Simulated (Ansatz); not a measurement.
## Two states of Sr₂CuSeO₆

```yaml
crystal:
  lattice:
    - [0.00000, 5.36456, 0.00000]
    - [5.36456, 0.00000, 0.00000]
    - [2.68228, 2.68228, -4.14680]
  atoms:
    - { symbol: Cu, position: [0.00000, 0.00000, 0.00000] }
    - { symbol: O, position: [0.24400, 0.26300, 0.00000] }
    - { symbol: O, position: [0.26300, 0.75600, 0.00000] }
    - { symbol: O, position: [0.75600, 0.73700, 0.00000] }
    - { symbol: O, position: [0.73700, 0.24400, 0.00000] }
    - { symbol: Se, position: [0.50000, 0.50000, 0.00000] }
    - { symbol: O, position: [0.28100, 0.28100, 0.43800] }
    - { symbol: O, position: [0.71900, 0.71900, 0.56200] }
    - { symbol: Sr, position: [0.75000, 0.25000, 0.50000] }
    - { symbol: Sr, position: [0.25000, 0.75000, 0.50000] }
```

The numbers come from plane-wave PAW DFT (Ansatz): r2SCAN, with U_eff = 2.65 eV on Cu d, V = 0.22 eV between Cu d and O p within 2.309 Å (all-electron-ortho-atomic projectors), 500 eV, 4×4×4 Γ-centred k points, gaussian occupations (width 0.195 eV). Nothing was relaxed.

State A: no moments (no spin polarisation). State B: Cu1 up (collinear spin).

Task: Compare the two self-consistent states.

Result: State B is lower by 30.7 meV an atom at zero smearing; in free energy at this smearing B lies -28.8 meV an atom from A.

| state | free energy (meV/atom) | largest moment in a small sphere (μB) | net moment (μB/cell) | gap on mesh (eV) | pressure (GPa) | largest force (eV/Å) |
| --- | --- | --- | --- | --- | --- | --- |
| A | 28.8 | 0.00 | 0.00 | metal | -3.6 | 0.75 |
| B | 0.0 | 0.69 | 1.00 | 0.25 | -4.2 | 1.24 |

Origin: a known structure type with other elements, at an estimated volume, so it need not be a known compound. Caveats: wide smearing; the gap is not wide against the smearing; odd electron count without spin polarisation, so a magnetic state may lie lower; the k mesh is coarse if the cell is a metal.
